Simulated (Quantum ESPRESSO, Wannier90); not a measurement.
# ZrPbO3 (Amm2): Wannier90 run

```xyz
5
Lattice="4.1764 0.0000 0.0000 0.0000 2.9807 3.0670 0.0000 -2.9807 3.0670" Properties=species:S:1:pos:R:3 pbc="T T T"
Zr     2.0882     0.0000    -3.0248
Pb     0.0000     0.0000    -0.3372
O      2.0882     1.3976    -1.2416
O      2.0882    -1.3976    -1.2416
O      0.0000     0.0000    -2.6995
```

Cell from Materials Project (mp-20337), symmetrised, no further relaxation. COD (Crystallography Open Database) has the formula in 2 space groups, this one among them (matched by group alone). Level: PBEsol, no spin polarisation, no spin-orbit coupling; pw.x of Quantum ESPRESSO at 68 Ry with PseudoDojo potentials, 8×8×8 k-points, Wannier90. Density: 8×8×8 mesh, cold smearing 0.01 Ry. Spin-orbit coupling is left out although heavy elements are present.

Base run: 18 functions from bands 13-43 of the 43 computed, start hydrogen-like Zr: d; Pb: s;p; O: p, centres 0.05 Å off the atoms, frozen window up to 4.11 eV relative to the valence-band maximum, outer window open. Rows change the key named; with other orbitals the number of functions and the frozen window follow, as listed; window edges are relative to the valence-band maximum. The misfit compares interpolated bands with pw.x on a high-symmetry path, for states up to 3.6 eV relative to the valence-band maximum. Converged means that the tolerances were met: symmetric starts can stop on a saddle, which shows as a larger Ω_OD at equal Ω_I and can move the misfit too.

Rows with other orbitals or bands describe another subspace, so their Ω_I can't be set against the base's. Runs that didn't settle are not listed.

```json
[
 {"setting": "base", "orbitals": "Zr d, Pb sp, O p", "bands": "13-43", "functions": "18", "frozen to (eV)": "4.11", "Ω_I (Å²)": "19.45", "Ω_D (Å²)": "0.01", "Ω_OD (Å²)": "1.69", "rms misfit (meV)": "1.0", "worst (meV)": "17", "ended": "converged"},
 {"setting": "num_iter = 0 (projection only), orbitals on the atoms", "orbitals": "Zr d, Pb sp, O p", "bands": "13-43", "functions": "18", "frozen to (eV)": "4.11", "Ω_I (Å²)": "19.45", "Ω_D (Å²)": "0.01", "Ω_OD (Å²)": "3.90", "rms misfit (meV)": "0.8", "worst (meV)": "15", "ended": "no minimisation"},
 {"setting": "start: the same orbitals exactly on the atoms", "orbitals": "Zr d, Pb sp, O p", "bands": "13-43", "functions": "18", "frozen to (eV)": "4.11", "Ω_I (Å²)": "19.45", "Ω_D (Å²)": "0.01", "Ω_OD (Å²)": "2.33", "rms misfit (meV)": "1.0", "worst (meV)": "16", "ended": "converged"},
 {"setting": "atomic waves with projectability windows 0.01 and 0.95", "orbitals": "Zr 4d, Zr 5s, Pb 6s, Pb 6p, O 2p", "bands": "13-43", "functions": "19", "frozen to (eV)": "4.11", "Ω_I (Å²)": "22.63", "Ω_D (Å²)": "0.01", "Ω_OD (Å²)": "2.78", "rms misfit (meV)": "0.6", "worst (meV)": "6.9", "ended": "converged"}
]
```
